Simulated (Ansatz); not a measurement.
A geometry of FeSi away from equilibrium: the start of the relaxation of a generated cell, FeSi built in the FeSi structure type. The numbers are results of PBEsol (plane waves to 420 eV, PAW, scalar-relativistic; Ansatz, a quantum-chemistry and plane-wave program), not measurements. Γ-centred k-mesh 5×5×5 on the run's cell (coarser than for final values), Fermi–Dirac smearing 0.05 eV.

```xyz
8
Lattice="4.4869 0.0000 0.0000 0.0000 4.4869 0.0000 0.0000 0.0000 4.4869" Properties=species:S:1:pos:R:3 pbc="T T T"
Fe     0.6125     0.6125     0.6125
Fe     2.8560     1.6309     3.8743
Fe     3.8743     2.8560     1.6309
Fe     1.6309     3.8743     2.8560
Si     3.7797     3.7797     3.7797
Si     1.5363     2.9506     0.7071
Si     0.7071     1.5363     2.9506
Si     2.9506     0.7071     1.5363
```
Spin-polarised start, with parallel moments on Fe.

Question: Which atoms carry the largest force, and which way does it point?

Answer: 0.24 eV/Å, on Si5, Si6, Si7, Si8 (atoms numbered as listed); on Si6 its components are (-0.14, 0.14, 0.14).

Question: What is the pressure?

Answer: -12.4 GPa, compression positive.

No spin polarisation in the result: the starting moments vanished. A magnetic state may lie lower.

The run could not lose the symmetry of its start; a randomly shaken copy of 8 atoms returns to this structure.
